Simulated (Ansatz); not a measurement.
**Thermal properties of Cd3Se2S from its phonons**

These are results of Ansatz, DFT PBE, scalar-relativistic, plane waves, PAW, not measurements. Settings: 420 eV plane-wave cutoff, Γ-centred 12×12×4 mesh, fixed occupations. No spin polarisation. Phonons by linear response, acoustic sum rule imposed.

The cell, relaxed at this level:
```xyz
6
Lattice="4.3156 0.0000 0.0000 -2.1578 3.7374 0.0000 0.0000 0.0000 10.5861" Properties=species:S:1:pos:R:3 pbc="T T T"
Cd    0.0000    2.4916    0.0031
Cd    2.1578    1.2458    6.9639
Cd    0.0000    0.0000    3.6249
Se    2.1578    1.2458    9.6474
Se    0.0000    2.4916    2.6802
S     0.0000    0.0000    6.1923
```

It was reached by relaxing an invented guess, and it needn't be the stable form of this composition. The q mesh is coarse, so values between its points are rough. Modes under 40 cm⁻¹ are poorly fixed.

Force constants from linear response on a 2×2×1 q mesh, interpolated to a fine mesh.

Phonon density of states, in bins of 5 cm⁻¹:
(bin centre (cm⁻¹), share of modes (%)): (-2.5, 0.0), (2.5, 0.0), (7.5, 0.1), (12.5, 0.3), (17.5, 0.6), (22.5, 1.1), (27.5, 2.3), (32.5, 3.6), (37.5, 4.2), (42.5, 4.2), (47.5, 4.1), (52.5, 3.8), (57.5, 2.6), (62.5, 2.7), (67.5, 3.0), (72.5, 1.2), (77.5, 0.7), (82.5, 0.7), (87.5, 0.5), (92.5, 0.7), (97.5, 0.9), (102.5, 1.0), (107.5, 1.6), (112.5, 3.1), (117.5, 2.7), (122.5, 2.6), (127.5, 1.2), (132.5, 0.4), (137.5, 0.0), (142.5, 0.0), (147.5, 0.0), (152.5, 0.0), (157.5, 0.0), (162.5, 4.9), (167.5, 11.2), (172.5, 6.2), (177.5, 6.4), (182.5, 4.5), (187.5, 0.1), (192.5, 0.0), (197.5, 0.0), (202.5, 0.0), (207.5, 0.3), (212.5, 0.7), (217.5, 0.9), (222.5, 1.3), (227.5, 1.7), (232.5, 1.0), (237.5, 0.7), (242.5, 1.0), (247.5, 7.1), (252.5, 1.6), (257.5, 0.3), (262.5, 0.1), (267.5, 0.1), (272.5, 0.0)

(1) How much zero-point energy does an atom carry?

(2) How large are the vibrational entropy and heat capacity at 300 K?

(3) Tabulate them against temperature.

Results:

(1) 24.3 meV.

(2) S = 5.09 k_B and C_V = 2.88 k_B per atom, 96 % of the Dulong–Petit value.

(3)
```tsv
T (K)	F_vib (meV/atom)	S (k_B/atom)	C_V (k_B/atom)
100	15.6	2.21	2.19
200	-11.6	3.95	2.74
300	-50.8	5.09	2.88
400	-98.4	5.92	2.93
500	-152.4	6.58	2.95
600	-211.5	7.12	2.97
700	-274.9	7.58	2.98
800	-342.0	7.98	2.98
900	-412.2	8.33	2.99
1000	-485.4	8.64	2.99
```
